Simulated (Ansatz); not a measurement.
Run on TaRe: DFT, r2SCAN, PAW with Ansatz's default frozen-core files, scalar-relativistic (Ansatz 0.2.0). This run: one bond, the shortest of the undistorted cell, set to 1.751 Å.

The cell is Materials Project entry mp-1217894, used as a structure alone.

Command: `ansatz run input.yaml --threads 1 --pin off --max-ram 2048MiB --backend cpu --events-out ev --progress --plain --runs-dir out` It took 48 s on 1 thread of Arm Neoverse V1, on a shared host, peak memory 0.56 GiB.

```yaml
crystal:
  lattice:
    - [1.59633279, -2.2893158474, 0.0]
    - [1.59633279, 2.2893158474, 0.0]
    - [0.0, 0.0, 4.4440933868]
  atoms:
    - { symbol: Ta, position: [0.41, 0.41, 0.41] }
    - { symbol: Re, position: [0.09, 0.09, 0.09] }
kpoints:
  mp_grid: { grid: [11, 11, 7] }
scf:
  occupations: { method: fermi_dirac, width: 0.05 }
hamiltonian:
  xc: r2scan
  pseudopotentials: { kind: paw }
output:
  forces: true
  stress: true
  eigenvalues: true
  efg: { contact_densities: true }
  populations: true
  write_density: true
  write_potential: true
  elf: true
  volumetric_format: npy
```

Output:

```
Ta, Re: output.efg is read without spin–orbit coupling, which moves field gradients at and beside such atoms by some per cent and up to a factor of two; PAW files take it under magnetization.noncollinear and magnetization.spin_orbit
Engine: ansatz 0.2.0
Pseudopotentials: kind: paw
Pseudopotential: Ta, paw, valence charge 13, recommended cutoff 500 eV (meta_gga), Ta.paw.azcp
Pseudopotential: Re, paw, valence charge 15, recommended cutoff 500 eV (meta_gga), Re.paw.azcp
Functional definition: r2SCAN
  parameter k0 = 0.174
  parameter k1 = 0.065
  parameter a1 = 4.9479
  exchange = r2scan_x(k0 = k0, k1 = k1, a1 = a1)
  correlation = r2scan_c
Crystal: 2 atoms, lattice volume = 32.482 Å³
Basis set: ecut = 500 eV, 809 PW (Γ), exchange–correlation on 96×96×144 points (64 copies of the dense FFT grid, shifted against one another)
Bands: 18, of which v1, the nominal top of the filled ones, is band 14 counted from 1 (13 counted from 0)
Symmetry: 2 space group operations
Space group: Cm (ITA 8), of the structure as read, at distance tolerance 3.2e-5 Å
k-points: 234 of 847 (time reversal used)
Non-local potential: Ta, projectors of the file, l = 0: 3, l = 1: 2, l = 2: 2, l = 3: 1
Non-local potential: Re, projectors of the file, l = 0: 3, l = 1: 2, l = 2: 2, l = 3: 1
PAW form: soft (Blöchl's): semilocal exchange-correlation on the pseudo side does not see the compensation charge
PAW frozen core: Ta, regenerated for the run's functional (the file was generated under x = pbe(κ = 0.804, μ = 0.2195149727645171), c = pbe(β = 0.06672455060314922))
PAW frozen core: Re, regenerated for the run's functional (the file was generated under x = pbe(κ = 0.804, μ = 0.2195149727645171), c = pbe(β = 0.06672455060314922))
PAW one-centre angular grid: Ta, 590 points (default); XC on 160 Gauss nodes
PAW one-centre angular grid: Re, 590 points (default); XC on 160 Gauss nodes
Initial density: superposition of atomic densities (neutral atoms: chi_scale 0, normalization atom), corrected by the library's trained network
Initial wavefunctions: pseudopotential atomic-orbital guess
Functional: x = r2scan, c = r2scan; τ floored in thin density (d = 2e-4 eV/Å³)
SCF iter   1: F=—  HF=-20815.137555 eV  |F-HF|=—  |Δ(HF+E_count)|=         —  Δρ=5.55e-2  dr2=2.34e0  dr2_τ=9.61e-1  ethr=1.77e-3  ⟨swp⟩=6.6  Hψ=23013  notcnv=0
preconditioner: auto → none  [metal: Δε(μ)=0.011 eV  Ē_g=7.746 eV  σ=0.050 eV  W_gap=0.05  n_scr=6 (ndim 8)  ℏωp=22.6 eV  f_vac=0.000  D(μ)=1.10/eV (n_scr^D=6)  sad-step TF]
SCF iter   2: F=—  HF=-20814.868546 eV  |F-HF|=—  |Δ(HF+E_count)|=   2.69e-1  Δρ=2.07e-2  dr2=2.27e-1  dr2_τ=7.96e-2  ethr=1.77e-3  ⟨swp⟩=2.8  Hψ=9071  notcnv=0  defer=4
SCF iter   3: F=—  HF=-20814.876438 eV  |F-HF|=—  |Δ(HF+E_count)|=   7.89e-3  Δρ=1.24e-2  dr2=1.50e-1  dr2_τ=1.67e-2  ethr=8.12e-4  ⟨swp⟩=3.0  Hψ=8140  notcnv=0  defer=4
SCF iter   4: F=—  HF=-20814.854548 eV  |F-HF|=—  |Δ(HF+E_count)|=   2.19e-2  Δρ=4.79e-3  dr2=8.78e-3  dr2_τ=6.19e-4  ethr=5.35e-4  ⟨swp⟩=2.1  Hψ=6785  notcnv=0  defer=4
SCF iter   5: F=—  HF=-20814.855992 eV  |F-HF|=—  |Δ(HF+E_count)|=   1.44e-3  Δρ=1.56e-3  dr2=4.34e-4  dr2_τ=5.31e-5  ethr=3.13e-5  ⟨swp⟩=1.8  Hψ=5741  notcnv=0  defer=4
SCF iter   6: F=—  HF=-20814.856537 eV  |F-HF|=—  |Δ(HF+E_count)|=   5.45e-4  Δρ=3.38e-4  dr2=5.42e-5  dr2_τ=3.30e-6  ethr=1.55e-6  ⟨swp⟩=2.2  Hψ=6891  notcnv=0  defer=4
SCF iter   7: F=—  HF=-20814.856553 eV  |F-HF|=—  |Δ(HF+E_count)|=   1.60e-5  Δρ=1.27e-4  dr2=6.32e-6  dr2_τ=7.80e-7  ethr=1.93e-7  ⟨swp⟩=2.0  Hψ=5602  notcnv=0  defer=4
SCF iter   8: F=—  HF=-20814.856555 eV  |F-HF|=—  |Δ(HF+E_count)|=   1.52e-6  Δρ=2.94e-5  dr2=2.66e-7  dr2_τ=2.78e-8  ethr=2.26e-8  ⟨swp⟩=2.0  Hψ=5594  notcnv=0  defer=4
SCF iter   9: F=-20814.856555 eV  HF=-20814.856555 eV  |F-HF|=5.61e-9  |Δ(HF+E_count)|=   2.15e-7  Δρ=6.93e-6  dr2=1.52e-8  dr2_τ=1.17e-9  ethr=3.57e-10  ⟨swp⟩=11.5  Hψ=32090  notcnv=0
SCF 1 converged in 9 iterations: F = -20814.856555 eV  dr2 = 1.52e-8
  greatest PAW one-centre occupation: 1.000 electrons in one spin orbital (limit 2), on the Re atom at site 1 (counted from 0), in its partial waves of l = 1
SCF converged after 9 iterations
Free energy (F): -20814.856555 eV
Harris-Foulkes:  -20814.856555 eV  (|F-HF|=5.61e-9)
Internal energy: -20814.844642 eV  (E = F + TS)
E sigma→0 (E₀):  -20814.850598 eV
Entropy (-TS):   -0.011913 eV (-5.956 meV/atom)
Fermi energy:    21.658576 eV
--- Per-component energies (eV) ---
  E_band       = -229.482400
  E_kinetic    = 947.649195
  E_local      = -2051.754571  (includes V_loc(G=0)·N_el)
  E_nonlocal   = 79.819085
  E_hartree    = 806.106308
  E_xc         = -598.820162
  E_vxc        = -573.946013  (∫ρ·V_xc dr)
  E_paw        = -17122.279603  (= ΣΔE_a)
  E_vpaw       = -273.749497  (= ΣTr[D̂ρ^β])
  E_aug_tail   = 0.000053  (compensation charges beyond the density's cutoff)
  E_vtau       = 30.288969  (kinetic-family band-sum trace: ∫τ·v_τ [+ j·A + Jᵃ·Aᵃ] dr)
  E_ewald      = -2874.337795
  E_core_change = -1.227151  (= ΣΔE_core)
  E_smearing   = -0.011913  (= −TS)
  E_closure    = 0.000000  (closes the sum)
  Σ components = -20814.856555   (vs F -20814.856555, Δ=0.00e0)
--- Forces (eV/Å), atoms counted from 1 ---
  atom   1  Ta    21.05971389     0.00000000    33.36737824
  atom   2  Re   -21.05973609     0.00000000   -33.36761949
  max |Σ_I F_I| component: 2.41e-4 eV/Å
--- Stress (GPa, compression-positive) ---
      162.663411       0.000000     145.422616
        0.000000      57.282418       0.000000
      145.422614       0.000000     222.488129
  P = ⅓ Tr σ = 147.4780 GPa (1474.780 kbar)
--- PAW observables at the nuclei: V_zz in 10²¹ V/m², potentials from the cell's mean, atoms counted from 1 ---
  atom   1  Ta V_zz =   +51.838744   η = 0.3516   by run symmetry: allowed
            electrostatic potential = -14506.353175 V   contact ρ = 8150769.403169 e/Å³
  atom   2  Re V_zz =   +58.570305   η = 0.2242   by run symmetry: allowed
            electrostatic potential = -15142.800542 V   contact ρ = 9539154.779271 e/Å³
--- Band table (eV; the first three rows and the last of 234) ---
  k-point 0: bands = ["-60.8591", "-48.2420", "-24.8442", "-21.6897", "-21.5649", "-13.8013", "-13.4241", "-12.1438", "11.5586", "14.2734", "15.5401", "16.9135", "18.5675", "19.7512", "22.9592", "23.2307", "25.1522", "27.4244"]
  k-point 1: bands = ["-60.8591", "-48.2426", "-24.8379", "-21.6909", "-21.5648", "-13.7999", "-13.4242", "-12.1579", "11.6678", "14.2602", "15.5296", "16.9029", "18.5286", "19.7657", "22.6274", "23.0297", "25.2940", "27.4733"]
  k-point 2: bands = ["-60.8589", "-48.2438", "-24.8237", "-21.6936", "-21.5646", "-13.7966", "-13.4245", "-12.1894", "11.9252", "14.2353", "15.5061", "16.8736", "18.4456", "19.7870", "21.6972", "23.1816", "25.3177", "27.5860"]
  k-point 233: bands = ["-60.7720", "-48.1089", "-24.8747", "-22.5074", "-21.8849", "-14.6081", "-14.0181", "-12.2897", "14.5587", "14.9587", "16.0195", "19.2767", "19.5136", "21.7215", "22.9582", "26.1317", "27.4939", "28.3277"]
--- Löwdin populations: 2 sites ---
  site symbol       q [e]
     0     Ta     12.8696
     1     Re     14.8919
  spilling = 0.008517 (of n_electrons = 28.000000)
```

populations.tsv:

```
# site	symbol	l	j	q
# orbitals = lowdin
# n_electrons = 28.000000
# spilling = 0.008517
0	Ta	0_5S	-	1.896227
0	Ta	0_6S	-	0.836274
0	Ta	1_5P	-	5.896790
0	Ta	2_5D	-	4.240275
1	Re	0_5S	-	1.903379
1	Re	0_6S	-	0.878488
1	Re	1_5P	-	5.913040
1	Re	2_5D	-	6.197039
```

Next run (one bond, the shortest of the undistorted cell, set to 1.751 Å, ecut 800), as changes to the input before:

```diff
   eigenvalues: true
-  efg: { contact_densities: true }
-  populations: true
   write_density: true
   volumetric_format: npy
+basis:
+  ecutwfc: 800
```

Results part of the output:

```
SCF 1 converged in 9 iterations: F = -20814.862287 eV  dr2 = 1.56e-8
  greatest PAW one-centre occupation: 1.000 electrons in one spin orbital (limit 2), on the Re atom at site 1 (counted from 0), in its partial waves of l = 1
SCF converged after 9 iterations
Free energy (F): -20814.862287 eV
Harris-Foulkes:  -20814.862287 eV  (|F-HF|=7.00e-9)
Internal energy: -20814.850371 eV  (E = F + TS)
E sigma→0 (E₀):  -20814.856329 eV
Entropy (-TS):   -0.011916 eV (-5.958 meV/atom)
Fermi energy:    21.658329 eV
--- Per-component energies (eV) ---
  E_band       = -229.491280
  E_kinetic    = 947.658361
  E_local      = -2051.747769  (includes V_loc(G=0)·N_el)
  E_nonlocal   = 79.815707
  E_hartree    = 806.106901
  E_xc         = -598.834860
  E_vxc        = -573.957076  (∫ρ·V_xc dr)
  E_paw        = -17122.283756  (= ΣΔE_a)
  E_vpaw       = -273.757948  (= ΣTr[D̂ρ^β])
  E_aug_tail   = -0.000007  (compensation charges beyond the density's cutoff)
  E_vtau       = 30.285848  (kinetic-family band-sum trace: ∫τ·v_τ [+ j·A + Jᵃ·Aᵃ] dr)
  E_ewald      = -2874.337795
  E_core_change = -1.227151  (= ΣΔE_core)
  E_smearing   = -0.011916  (= −TS)
  E_closure    = 0.000000  (closes the sum)
  Σ components = -20814.862287   (vs F -20814.862287, Δ=0.00e0)
--- Forces (eV/Å), atoms counted from 1 ---
  atom   1  Ta    21.05803957     0.00000000    33.36631859
  atom   2  Re   -21.05806179     0.00000000   -33.36655959
  max |Σ_I F_I| component: 2.41e-4 eV/Å
--- Stress (GPa, compression-positive) ---
      162.649624       0.000000     145.411638
        0.000000      57.276309       0.000000
      145.411637       0.000000     222.473642
  P = ⅓ Tr σ = 147.4665 GPa (1474.665 kbar)
--- Band table (eV; the first three rows and the last of 234) ---
  k-point 0: bands = ["-60.8608", "-48.2429", "-24.8445", "-21.6899", "-21.5651", "-13.8014", "-13.4242", "-12.1441", "11.5582", "14.2732", "15.5401", "16.9134", "18.5676", "19.7513", "22.9591", "23.2304", "25.1520", "27.4244"]
  k-point 1: bands = ["-60.8607", "-48.2434", "-24.8381", "-21.6911", "-21.5650", "-13.8000", "-13.4243", "-12.1582", "11.6674", "14.2599", "15.5296", "16.9028", "18.5287", "19.7658", "22.6271", "23.0296", "25.2940", "27.4733"]
  k-point 2: bands = ["-60.8606", "-48.2447", "-24.8239", "-21.6938", "-21.5648", "-13.7968", "-13.4245", "-12.1897", "11.9248", "14.2351", "15.5061", "16.8734", "18.4457", "19.7871", "21.6968", "23.1815", "25.3178", "27.5861"]
  k-point 233: bands = ["-60.7737", "-48.1097", "-24.8749", "-22.5074", "-21.8851", "-14.6082", "-14.0183", "-12.2900", "14.5586", "14.9586", "16.0195", "19.2764", "19.5135", "21.7214", "22.9580", "26.1312", "27.4937", "28.3279"]
```

Spin–orbit coupling is left out, which matters for the heavy atoms. The PAW files were made under PBE.
